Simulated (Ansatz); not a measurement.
GaP (wurtzite, P6_3mc), plane-wave PAW r²SCAN (Ansatz code), all energies at zero smearing, with the estimated change up to a 700 eV cutoff added, with one set of potentials and settings (totals compare only within such a set). Cell of 4 atoms (2 Ga, 2 P): -9100.931 eV.

| element | reference phase | E (eV/atom) |
|---|---|---|
| Ga | Cmce, 4 atoms in the cell | -3790.2689 |
| P | Cmce, 4 atoms in the cell | -759.1646 |

Formation energy per atom, worked out: (-9100.931 − 2×(-3790.2689) − 2×(-759.1646))/4 = -0.516 eV/atom (-50 kJ per mol of atoms), at 0 K, without zero-point energy or fitted corrections.

The workflow started from a Materials Project entry (that database holds measured and hypothetical structures alike); the Crystallography Open Database copy checked does not list it. It is not the phase usual at ambient conditions (space group No. 216). Symmetry was held in the r²SCAN relaxation; its stability against distortions is not shown here. The references are the lowest solids computed at this level, not always the standard phases. Scalar-relativistic: spin–orbit coupling is off unless named, which matters more the heavier the elements.

Potentials: the later of the program's two PAW sets.
